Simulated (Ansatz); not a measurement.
SrTiO$_{3}$ (cubic perovskite)

```
CELL_PARAMETERS angstrom
      3.89108     0.00000     0.00000
      0.00000     3.89108     0.00000
      0.00000     0.00000     3.89108
ATOMIC_POSITIONS crystal
  Sr 0.00000 0.00000 0.00000
  Ti 0.50000 0.50000 0.50000
  O  0.00000 0.50000 0.50000
  O  0.50000 0.50000 0.00000
  O  0.50000 0.00000 0.50000
```

Two coordinates are scanned: the volume, and the ratio of the stretch along z (the conventional c axis) to the stretch across it. Atoms keep their fractional coordinates.

Level of theory: PBEsol (plane waves to 420 eV, PAW, scalar-relativistic; Ansatz, a first-principles code). k mesh 9×9×9 (Γ-centred), Fermi-Dirac smearing 0.05 eV. E stands for the smeared free energy. SrTiO3 is run without spin polarisation. SrTiO3 was relaxed with its symmetry unable to fall.

Changes of ΔE (meV/atom) from the point V/V₀ = 1.000, (c/a)/(c/a)₀ = 1.000 when one coordinate moves alone (two changes are said to add if the coupling is within 5 % of the smaller one, nearly so within 20 %):

| point | change |
|---|---|
| V/V₀ = 1.000, (c/a)/(c/a)₀ = 0.920 | 46.24 |
| V/V₀ = 1.000, (c/a)/(c/a)₀ = 0.960 | 10.49 |
| V/V₀ = 0.960, (c/a)/(c/a)₀ = 1.000 | 11.75 |
| V/V₀ = 0.980, (c/a)/(c/a)₀ = 1.000 | 2.83 |
| V/V₀ = 1.020, (c/a)/(c/a)₀ = 1.000 | 2.63 |
| V/V₀ = 1.040, (c/a)/(c/a)₀ = 1.000 | 10.13 |
| V/V₀ = 1.000, (c/a)/(c/a)₀ = 1.040 | 8.94 |
| V/V₀ = 1.000, (c/a)/(c/a)₀ = 1.080 | 33.57 |

### Question
Do the two effects add at V/V₀ = 1.040, (c/a)/(c/a)₀ = 1.040? Give the computed change.

### Answer
The sum of the single changes is 10.13 + (8.94) = 19.07; the calculation gives 17.90, so the coupling contributes -1.17 (under 20 % of the smaller single change, nearly additive).

### Question
What is the change at V/V₀ = 1.020, (c/a)/(c/a)₀ = 1.080, where both move, and how far is it from the sum?

### Answer
The sum of the single changes is 2.63 + (33.57) = 36.20; the calculation gives 33.78, so the coupling contributes -2.42 (over 20 % of the smaller single change, not additive).

### Question
Do the two effects add at V/V₀ = 1.040, (c/a)/(c/a)₀ = 0.920? Give the computed change.

### Answer
The sum of the single changes is 10.13 + (46.24) = 56.37; the calculation gives 50.70, so the coupling contributes -5.67 (over 20 % of the smaller single change, not additive).

(Under strain, the slope of the energy per volume gives the stress and its curvature an elastic modulus.)
